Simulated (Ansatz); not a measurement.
Here is the system:

Relaxed Li (fcc, Cu type):

```xyz
2
Lattice="0.0000 4.2335 4.2335 2.1168 0.0000 2.1168 2.1168 2.1168 0.0000" Properties=species:S:1:pos:R:3 pbc="T T T"
Li     0.0000     0.0000     0.0000
Li     2.1168     2.1168     4.2335
```

The atoms are displaced by Q × the pattern below (from a DFPT mode at L = (0.5, 0.0, 0.0), largest move 1; Q in Å), at fixed cell. It is one choice among 2 degenerate patterns. (q is in reciprocal vectors of the primitive cell; the cell shown is doubled to hold the pattern.)

```json
[
 {"atom": "Li1", "x": "-0.285", "y": "0.520", "z": "-0.805"},
 {"atom": "Li2", "x": "0.285", "y": "-0.520", "z": "0.805"}
]
```

These are LDA (plane waves to 420 eV, PAW, scalar-relativistic; Ansatz, a first-principles code) values and carry that method's errors. k mesh 19×19×19 (Γ-centred), Fermi-Dirac smearing 0.05 eV. The energy includes the smearing's −TS. With partly filled bands, energies and forces of such displacements shift with the k mesh and the smearing. Li was relaxed with its symmetry unable to fall. This is one of several known forms of Li; the measured ambient cells at hand have space group No. 229. The zero of ΔE is the undisplaced structure.

The scan covers Q from -0.100 to 0.100 Å in 13 points.

Question: Is this a single well or a double well?

Answer: A single well with its minimum at or next to zero displacement.

Question: Which space group does the distorted structure have?

Answer: P-1 (No. 2), lowered from Fm-3m.

Question: What is the energy change at Q = 0.100 Å?

Answer: 4.2 meV/cell.

Question: What harmonic wavenumber does the curvature at Q = 0 give?

Answer: 130 cm⁻¹.

(A displaced cell: forces are minus the slopes of the energy, force constants its curvatures, and phonons follow from these.)
